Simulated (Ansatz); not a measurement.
Consider the following.

Hf:
Space group P6₃/mmc (No. 194); a = b = 3.2047 Å, c = 5.0673 Å, α = β = 90.00°, γ = 120.00°

```json
[
 {"atom": "Hf", "site": "2c", "symmetry": "-6m2", "x": "0.3333", "y": "0.6667", "z": "0.2500"}
]
```

This is the PBE-relaxed structure.

Question: All from PBE (plane waves, PAW; program Ansatz), unless another level is named. Estimate the density of states at the Fermi level.

Answer: 0.70 states/eV per atom (mean over ±0.08 eV).

Question: Predict the gap with spin–orbit coupling.

Answer: none (metallic).

Space group P6_3/mmc (hcp (Mg type)). The cell was relaxed with PBE under the symmetry of its start. The run is not spin-polarised. Axis ratios of metals converge slowly with the k-mesh, so a and c are less sure than the volume. Scalar-relativistic: spin–orbit coupling is off unless named, which matters more the heavier the elements.

Potentials: the earlier of the program's two PAW sets.
